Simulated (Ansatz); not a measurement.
A relaxation computed with Ansatz, from input to last step.

```yaml
crystal:
  lattice:
    - [5.1145908332, 0.0, 0.0]
    - [-2.5572954166, 4.4293655915, 0.0]
    - [0.0, 0.0, 4.1077816141]
  atoms:
    - { symbol: W, position: [0.0, 0.0, 0.0], spin: 3.23 }
    - { symbol: F, position: [0.3333333333, 0.6666666667, 0.0], spin: 0.17 }
    - { symbol: F, position: [0.6666666667, 0.3333333333, 0.0], spin: 0.17 }
    - { symbol: F, position: [0.5, 0.0, 0.5], spin: 0.76 }
    - { symbol: F, position: [0.5, 0.5, 0.5], spin: 0.76 }
    - { symbol: F, position: [0.0, 0.5, 0.5], spin: 0.76 }
basis:
  ecutwfc: 500
kpoints:
  mp_grid: { grid: [6, 6, 4] }
hamiltonian:
  xc: r2scan
scf:
  occupations: { method: gaussian, width: 0.1 }
  lower_state_search: "off"
output:
  forces: true
  stress: true
  eigenvalues: true
  populations: true
magnetization:
  spin_polarized: true
relax:
  adjacent_minimum: "off"
  f_tol: 0.04
  max_steps: 70
  cell: { stress_tol: 0.4 }
```

```bash
ansatz run input.yaml --threads 1 --pin off --max-ram 3072MiB --backend cpu --events-out ev --progress --plain --runs-dir out
```

Theory: DFT r2SCAN, scalar-relativistic, plane waves, PAW in Ansatz.

Of 11 frames 9 are shown, positions in Å and forces in eV/Å; the SCF threshold varies from step to step. Steps run on the plane waves of an earlier cell, with a Pulay correction in the pressure. The basis is chosen afresh for the last frame, the zero of the energies, and at times for earlier ones too; energy and pressure step there, also at an unchanged geometry. Here that happened at step 9 (3 meV/atom, 0.4 GPa); the frames before carry an error of that size.

```xyz
6
Lattice="5.1146 0.0000 0.0000 -2.5573 4.4294 0.0000 0.0000 0.0000 4.1078" Properties=species:S:1:pos:R:3:forces:R:3 pbc="T T T" step=1 free_energy_over_end_meV_per_atom=1069.70 pressure_GPa=-16.10
W     0.0000    0.0000    0.0000    0.0000    0.0000    0.0000
F     0.0000    2.9529    0.0000    0.0000    0.0000    0.0000
F     2.5573    1.4765    0.0000    0.0000    0.0000    0.0000
F     2.5573    0.0000    2.0539    0.0000    0.0000    0.0000
F     1.2786    2.2147    2.0539    0.0000    0.0000    0.0000
F    -1.2786    2.2147    2.0539    0.0000    0.0000    0.0000
6
Lattice="4.8640 0.0000 0.0000 -2.4320 4.2123 0.0000 0.0000 0.0000 4.1078" Properties=species:S:1:pos:R:3:forces:R:3 pbc="T T T" step=2 free_energy_over_end_meV_per_atom=827.43 pressure_GPa=-17.89
W     0.0000    0.0000    0.0000    0.0000    0.0000    0.0000
F     0.0000    2.8082    0.0000    0.0000    0.0000    0.0000
F     2.4320    1.4041    0.0000    0.0000    0.0000    0.0000
F     2.4320    0.0000    2.0539    0.0000    0.0000    0.0000
F     1.2160    2.1062    2.0539    0.0000    0.0000    0.0000
F    -1.2160    2.1062    2.0539    0.0000    0.0000    0.0000
6
Lattice="4.6146 0.0000 0.0000 -2.3073 3.9964 0.0000 0.0000 0.0000 4.1307" Properties=species:S:1:pos:R:3:forces:R:3 pbc="T T T" step=3 free_energy_over_end_meV_per_atom=557.01 pressure_GPa=-18.15
W     0.0000    0.0000    0.0000    0.0000    0.0000    0.0000
F     0.0000    2.6643    0.0000    0.0000    0.0000    0.0000
F     2.3073    1.3321    0.0000    0.0000    0.0000    0.0000
F     2.3073    0.0000    2.0654    0.0000    0.0000    0.0000
F     1.1537    1.9982    2.0654    0.0000    0.0000    0.0000
F    -1.1537    1.9982    2.0654    0.0000    0.0000    0.0000
6
Lattice="4.3655 0.0000 0.0000 -2.1827 3.7806 0.0000 0.0000 0.0000 4.1779" Properties=species:S:1:pos:R:3:forces:R:3 pbc="T T T" step=4 free_energy_over_end_meV_per_atom=286.44 pressure_GPa=-15.66
W     0.0000    0.0000    0.0000    0.0000    0.0000    0.0000
F     0.0000    2.5204    0.0000    0.0000    0.0000    0.0000
F     2.1827    1.2602    0.0000    0.0000    0.0000    0.0000
F     2.1827    0.0000    2.0890    0.0000    0.0000    0.0000
F     1.0914    1.8903    2.0890    0.0000    0.0000    0.0000
F    -1.0914    1.8903    2.0890    0.0000    0.0000    0.0000
6
Lattice="4.1162 0.0000 0.0000 -2.0581 3.5647 0.0000 0.0000 0.0000 4.2644" Properties=species:S:1:pos:R:3:forces:R:3 pbc="T T T" step=5 free_energy_over_end_meV_per_atom=76.78 pressure_GPa=-6.30
W     0.0000    0.0000    0.0000    0.0000    0.0000    0.0000
F     0.0000    2.3765    0.0000    0.0000    0.0000    0.0000
F     2.0581    1.1882    0.0000    0.0000    0.0000    0.0000
F     2.0581    0.0000    2.1322    0.0000    0.0000    0.0000
F     1.0290    1.7823    2.1322    0.0000    0.0000    0.0000
F    -1.0290    1.7823    2.1322    0.0000    0.0000    0.0000
6
Lattice="3.9835 0.0000 0.0000 -1.9918 3.4498 0.0000 0.0000 0.0000 4.6630" Properties=species:S:1:pos:R:3:forces:R:3 pbc="T T T" step=7 free_energy_over_end_meV_per_atom=-0.88 pressure_GPa=-1.22
W     0.0000    0.0000    0.0000    0.0000    0.0000    0.0000
F     0.0000    2.2999    0.0000    0.0000    0.0000    0.0000
F     1.9918    1.1499    0.0000    0.0000    0.0000    0.0000
F     1.9918    0.0000    2.3315    0.0000    0.0000    0.0000
F     0.9959    1.7249    2.3315    0.0000    0.0000    0.0000
F    -0.9959    1.7249    2.3315    0.0000    0.0000    0.0000
6
Lattice="3.9596 0.0000 0.0000 -1.9798 3.4291 0.0000 0.0000 0.0000 4.7588" Properties=species:S:1:pos:R:3:forces:R:3 pbc="T T T" step=8 free_energy_over_end_meV_per_atom=-2.88 pressure_GPa=-0.16
W     0.0000    0.0000    0.0000    0.0000    0.0000    0.0000
F     0.0000    2.2861    0.0000    0.0000    0.0000    0.0000
F     1.9798    1.1430    0.0000    0.0000    0.0000    0.0000
F     1.9798    0.0000    2.3794    0.0000    0.0000    0.0000
F     0.9899    1.7146    2.3794    0.0000    0.0000    0.0000
F    -0.9899    1.7146    2.3794    0.0000    0.0000    0.0000
6
Lattice="3.9596 0.0000 0.0000 -1.9798 3.4291 0.0000 0.0000 0.0000 4.7588" Properties=species:S:1:pos:R:3:forces:R:3 pbc="T T T" step=9 free_energy_over_end_meV_per_atom=0.17 pressure_GPa=0.21
W     0.0000    0.0000    0.0000    0.0000    0.0000    0.0000
F     0.0000    2.2861    0.0000    0.0000    0.0000    0.0000
F     1.9798    1.1430    0.0000    0.0000    0.0000    0.0000
F     1.9798    0.0000    2.3794    0.0000    0.0000    0.0000
F     0.9899    1.7146    2.3794    0.0000    0.0000    0.0000
F    -0.9899    1.7146    2.3794    0.0000    0.0000    0.0000
6
Lattice="3.9582 0.0000 0.0000 -1.9791 3.4279 0.0000 0.0000 0.0000 4.7881" Properties=species:S:1:pos:R:3:forces:R:3 pbc="T T T" step=11 free_energy_over_end_meV_per_atom=0.00 pressure_GPa=0.09
W     0.0000    0.0000    0.0000    0.0000    0.0000    0.0000
F     0.0000    2.2853    0.0000    0.0000    0.0000    0.0000
F     1.9791    1.1426    0.0000    0.0000    0.0000    0.0000
F     1.9791    0.0000    2.3941    0.0000    0.0000    0.0000
F     0.9896    1.7140    2.3941    0.0000    0.0000    0.0000
F    -0.9896    1.7140    2.3941    0.0000    0.0000    0.0000
```

The start puts this composition into another compound's structure type, which needn't suit it. The cell shrinks from 15.5 to 10.8 Å³ an atom, so the end can be far from any stable crystal. At the end the space group is P6/mmm (tolerance 0.05 Å).

It took 5.9 min on 1 thread of Arm Neoverse V2, on a shared host, peak memory 0.66 GiB.

The state reached may not be the lowest one. The k mesh is coarse. Spin-orbit coupling is left out, which matters for the bands of heavy elements.